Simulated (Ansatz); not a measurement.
K2NaInP2:
```cif
data_In2K4Na2P4
_chemical_formula_sum 'K4 Na2 In2 P4'
_space_group_name_H-M_alt 'P 1'
_space_group_IT_number 1
_cell_length_a 8.81509
_cell_length_b 8.81509
_cell_length_c 8.81509
_cell_angle_alpha 135.775
_cell_angle_beta 64.309
_cell_angle_gamma 135.800
loop_
_space_group_symop_operation_xyz
  'x, y, z'
loop_
_atom_site_label
_atom_site_type_symbol
_atom_site_fract_x
_atom_site_fract_y
_atom_site_fract_z
_atom_site_occupancy
K1 K 0.82353 0.23882 0.06235 1
K2 K 0.17647 0.76118 0.93765 1
K3 K 0.67647 0.73882 0.41529 1
K4 K 0.32353 0.26118 0.58471 1
Na1 Na 0.25000 0.25000 0.00000 1
Na2 Na 0.75000 0.75000 0.00000 1
In1 In 0.75000 0.25000 0.50000 1
In2 In 0.25000 0.75000 0.50000 1
P1 P 0.59867 0.21563 0.81430 1
P2 P 0.40133 0.78437 0.18570 1
P3 P 0.90133 0.71563 0.61697 1
P4 P 0.09867 0.28437 0.38303 1
```

Relaxed with r²SCAN.

Question: Tabulate the valence density and the electron localisation function along the shortest In–In contact (3.32 Å), r²SCAN (plane waves, PAW; program Ansatz).

Answer: 

```tsv
distance from In (Å)	density (e/Å³)	ELF
0.33	8.42	0.01
0.50	5.00	0.06
0.66	2.47	0.18
0.83	1.06	0.25
0.99	0.48	0.22
1.16	0.27	0.17
1.33	0.18	0.17
1.49	0.14	0.17
1.66	0.14	0.17
1.82	0.14	0.17
1.99	0.18	0.17
2.16	0.27	0.17
2.32	0.48	0.22
2.49	1.06	0.25
2.65	2.47	0.18
2.82	5.00	0.06
2.98	8.42	0.01
```

The density is the valence pseudo-density with augmentation charge, so density and ELF within about 1 Å of a nucleus are not all-electron values.

Space group Ibam. The workflow started from a Materials Project entry (that database holds measured and hypothetical structures alike); the Crystallography Open Database files this formula in space group No. 72, but the cells were not matched. Its standing as an ambient phase is unchecked. Symmetry was held in the r²SCAN relaxation; whether a distortion lowers the energy is not shown.

Potentials: the later of the program's two PAW sets.
